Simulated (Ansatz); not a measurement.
# Hf (hcp, Mg type): energy against volume

Hf (hcp, Mg type)

```cif
data_Hf2
_chemical_formula_sum 'Hf2'
_space_group_name_H-M_alt 'P 1'
_space_group_IT_number 1
_cell_length_a 3.20412
_cell_length_b 3.20412
_cell_length_c 5.06894
_cell_angle_alpha 90.000
_cell_angle_beta 90.000
_cell_angle_gamma 120.000
loop_
_space_group_symop_operation_xyz
  'x, y, z'
loop_
_atom_site_label
_atom_site_type_symbol
_atom_site_fract_x
_atom_site_fract_y
_atom_site_fract_z
_atom_site_occupancy
Hf1 Hf 0.33333 0.66667 0.75000 1
Hf2 Hf 0.66667 0.33333 0.25000 1
```

The volume is varied about the relaxed value V₀ at fixed cell shape. Symmetry pins the atoms to their sites.

Computed with PBE (plane waves to 420 eV, PAW, scalar-relativistic; Ansatz, a program for electronic structure). k mesh 17×17×9 (Γ-centred), Fermi-Dirac smearing 0.05 eV. The energy includes the smearing's −TS. Compression counts positive. With the shape held, the modulus is that of even scaling; a crystal free to change shape is softer. Hf is run without spin polarisation. Hf was relaxed with its symmetry unable to fall. Spin-orbit coupling is left out, though Hf is heavy. The PAW data are Ansatz's earlier set. The zero of ΔE is the relaxed starting cell.

| V (Å³/cell) | ΔE (kJ/mol of atoms) | P (GPa) |
|---|---|---|
| 37.86 | 24.0 | 25.1 |
| 39.66 | 12.6 | 17.0 |
| 41.46 | 5.3 | 10.3 |
| 43.27 | 1.2 | 4.7 |
| 45.07 | 0.0 | 0.0 |
| 46.87 | 1.1 | -3.9 |
| 48.67 | 4.2 | -7.2 |
| 50.48 | 8.8 | -10.0 |
| 52.28 | 14.9 | -12.3 |

What the scan shows:

```yaml
pressure_at_the_smallest_volume: 25.1 GPa
energy_cost_of_the_largest_compression: 249 meV/atom
energy_cost_of_the_largest_expansion: 154 meV/atom
Bulk modulus at fixed cell shape B₀ (third-order Birch-Murnaghan fit): 107 GPa
Pressure derivative B₀′ (fit): 3.4
equilibrium_volume_of_the_fit: 22.53 Å³/atom
Pressure for 5 % compression (fit): 6.0 GPa
```

(Under strain, the slope of the energy per volume gives the stress and its curvature an elastic modulus.)
